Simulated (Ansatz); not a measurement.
PtSe2 (CdI2 type, P-3m1), the program Ansatz at the r²SCAN level (PAW), all energies at zero smearing, with the estimated change up to a 700 eV cutoff added, with one set of potentials and settings (totals compare only within such a set). Cell of 3 atoms (1 Pt, 2 Se): -23494.417 eV.

| element | reference phase | E (eV/atom) |
|---|---|---|
| Pt | Fm-3m, 1 atoms in the cell | -12536.7848 |
| Se | P3_121, 3 atoms in the cell | -5478.1269 |

Formation energy per atom, worked out: (-23494.417 − 1×(-12536.7848) − 2×(-5478.1269))/3 = -0.460 eV/atom (-44 kJ per mol of atoms), at 0 K, without zero-point energy or fitted corrections.

Symmetry was held in the r²SCAN relaxation. No spin polarisation was allowed. A crystal of weakly bound layers computed without a dispersion correction: the cell and the soft elastic constants depend strongly on that. The references are the lowest solids computed at this level, not always the standard phases. Scalar-relativistic: spin–orbit coupling is off unless named, which matters more the heavier the elements.

Potentials: the later of the program's two PAW sets.
